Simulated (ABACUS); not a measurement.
## Refining one setting for InBi (F-43m, 2 atoms in the cell; from Materials Project mp-1001833)

```
InBi
1.0
    0.00000     3.38354     3.38354
    3.38354     0.00000     3.38354
    3.38354     3.38354     0.00000
In Bi
1 1
Direct
  0.00000   0.00000   0.00000
  0.25000   0.25000   0.25000
```

All values come from this method and carry its errors: PBEsol, numerical atomic orbitals DZP (confined pseudo-atomic orbitals; energy shift 0.003 Ry), PseudoDojo 0.4 standard norm-conserving PBEsol (tails mended) pseudopotentials (ABACUS 3.10.1).

The atom-centred basis is finite, which shifts total energies against plane waves. Forces and stress are left out: the polarisation orbitals used for some of these elements are too diffuse to give them reliably, and gaps can carry the same lack. The structure comes from a collection of computed structures, made at another level of theory; the collection holds predicted forms beside known ones.

Held fixed: basis = DZP numerical atomic orbitals, energy shift 0.003 Ry; basis_type = lcao; ecutwfc = 100 Ry; smearing_method = mv; smearing_sigma = 0.0199916 Ry; potentials = PseudoDojo 0.4 standard norm-conserving PBEsol (tails mended); symmetry = 1; ks_solver = scalapack_gvx; scf_nmax = 100; scf_thr = 1.0e-07; mixing_type = broyden.

ΔF is the free energy per atom less that of the last row (Gamma 21 21 21 0.5 0.5 0.5).

The series runs over KPT = Gamma 1 1 1 0.5 0.5 0.5; MP 2 2 2 0 0 0; Gamma 3 3 3 0.5 0.5 0.5; MP 4 4 4 0 0 0; Gamma 5 5 5 0.5 0.5 0.5; MP 6 6 6 0 0 0; Gamma 7 7 7 0.5 0.5 0.5; MP 8 8 8 0 0 0; Gamma 9 9 9 0.5 0.5 0.5; Gamma 11 11 11 0.5 0.5 0.5; Gamma 13 13 13 0.5 0.5 0.5; Gamma 17 17 17 0.5 0.5 0.5; Gamma 21 21 21 0.5 0.5 0.5.

Q: From which setting on does the energy stay within 5 meV/atom of the last one?

A: From KPT = MP 4 4 4 0 0 0 on; the one before it is off by 16 meV/atom.

```json
[
 {"KPT": "Gamma 1 1 1 0.5 0.5 0.5", "ΔF (meV/atom)": "1208.3", "k-points": "1", "iterations": "9"},
 {"KPT": "MP 2 2 2 0 0 0", "ΔF (meV/atom)": "102.7", "k-points": "2", "iterations": "8"},
 {"KPT": "Gamma 3 3 3 0.5 0.5 0.5", "ΔF (meV/atom)": "15.8", "k-points": "6", "iterations": "8"},
 {"KPT": "MP 4 4 4 0 0 0", "ΔF (meV/atom)": "3.3", "k-points": "10", "iterations": "8"},
 {"KPT": "Gamma 5 5 5 0.5 0.5 0.5", "ΔF (meV/atom)": "0.57", "k-points": "19", "iterations": "8"},
 {"KPT": "MP 6 6 6 0 0 0", "ΔF (meV/atom)": "-0.04", "k-points": "28", "iterations": "8"},
 {"KPT": "Gamma 7 7 7 0.5 0.5 0.5", "ΔF (meV/atom)": "-0.08", "k-points": "44", "iterations": "8"},
 {"KPT": "MP 8 8 8 0 0 0", "ΔF (meV/atom)": "-0.06", "k-points": "60", "iterations": "8"},
 {"KPT": "Gamma 9 9 9 0.5 0.5 0.5", "ΔF (meV/atom)": "-0.04", "k-points": "85", "iterations": "8"},
 {"KPT": "Gamma 11 11 11 0.5 0.5 0.5", "ΔF (meV/atom)": "0.00", "k-points": "146", "iterations": "8"},
 {"KPT": "Gamma 13 13 13 0.5 0.5 0.5", "ΔF (meV/atom)": "0.00", "k-points": "231", "iterations": "8"},
 {"KPT": "Gamma 17 17 17 0.5 0.5 0.5", "ΔF (meV/atom)": "0.00", "k-points": "489", "iterations": "8"},
 {"KPT": "Gamma 21 21 21 0.5 0.5 0.5", "ΔF (meV/atom)": "0.00", "k-points": "891", "iterations": "8"}
]
```

The atomic orbitals were generated for these runs; they are not ABACUS's published sets and were checked against plane waves on a few crystals only.

“Tails mended”: in these copies of the files the far tail of each local potential was reset to the Coulomb form.
